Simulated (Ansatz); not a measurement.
LaZn₅:
```xyz
6
Lattice="5.4247 0.0000 0.0000 -2.7124 4.6980 0.0000 0.0000 0.0000 4.2027" Properties=species:S:1:pos:R:3 pbc="T T T"
La     0.0000     0.0000     0.0000
Zn     0.0000     3.1320     0.0000
Zn     2.7124     1.5660     0.0000
Zn     2.7124     0.0000     2.1014
Zn     1.3562     2.3490     2.1014
Zn    -1.3562     2.3490     2.1014
```

Relaxed with r²SCAN.

Question: Give the Bader charges and basin volumes of the independent atoms, plane-wave PAW r²SCAN (Ansatz code).

Answer: 

```
atom  Bader charge (e)  Bader volume (Å³)
----  ----------------  -----------------
La1              +1.39               22.8
Zn2              -0.23               16.0
Zn4              -0.31               17.4
```

Space group P6/mmm. The workflow started from an entry of the Crystallography Open Database (COD, 296 K). Its standing as an ambient phase is unchecked. The r²SCAN relaxation kept the symmetry of its start; whether a distortion lowers the energy is not shown. Scalar-relativistic: spin–orbit coupling is off unless named, which matters more the heavier the elements.

Potentials: the later of the program's two PAW sets.
